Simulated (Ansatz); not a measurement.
AlAg:
```
CELL_PARAMETERS angstrom
      1.40957    -5.22800     0.00000
      1.40957     5.22800     0.00000
      0.00000     0.00000     4.48886
ATOMIC_POSITIONS crystal
  Ag 0.66255 0.33745 0.25000
  Al 0.92284 0.07716 0.25000
  Ag 0.33745 0.66255 0.75000
  Al 0.07716 0.92284 0.75000
```

Relaxed with PBEsol. Special points in fractions of this cell's reciprocal vectors: Γ (0.000, 0.000, 0.000); Y (-0.500, 0.500, 0.000); C0 (-0.268, 0.732, 0.000); Σ0 (0.268, 0.268, 0.000); Z (0.000, 0.000, 0.500); A0 (0.268, 0.268, 0.500); E0 (-0.268, 0.732, 0.500); T (-0.500, 0.500, 0.500); S (0.000, 0.500, 0.000); R (0.000, 0.500, 0.500).

Q: List the band energies nearest the Fermi level at these points for PBEsol (plane waves, PAW; program Ansatz).

A: In eV from the Fermi level; about four levels below and three above (degenerate sets whole), none deeper than 8.9 eV; points with the same levels are listed once.

```tsv
k	below	above
Γ	-3.72 -3.13 -3.08 -0.61	2.63 3.55 4.40
Y	-4.72 -0.87 -0.85 -0.73	1.68 2.44 4.75
C0	-5.17 -4.29 -2.88 -2.62	1.15 1.77 1.92
Z	-2.87 -2.87 -0.32 -0.32	6.52 6.52 9.86 9.86
A0	-2.15 -2.15 -0.04 -0.04	3.31 3.31 3.78 3.78
T	-4.73 -4.73 -4.59 -4.59	4.74 4.74 5.15 5.15
S	-3.68 -2.88 -2.22 -0.10	1.96 2.32 2.99
R	-3.19 -3.19 -1.48 -1.48	0.66 0.66 1.40 1.40
```

Space group Cmcm. The start of the workflow was typed in or built on a structure type; neither database checked (COD, Materials Project) lists it. Its standing as an ambient phase is unchecked. The cell was relaxed with PBEsol under the symmetry of its start; whether a distortion lowers the energy is not shown. No spin polarisation was allowed. Scalar-relativistic: spin–orbit coupling is off unless named, which matters more the heavier the elements.

Potentials: the later of the program's two PAW sets.
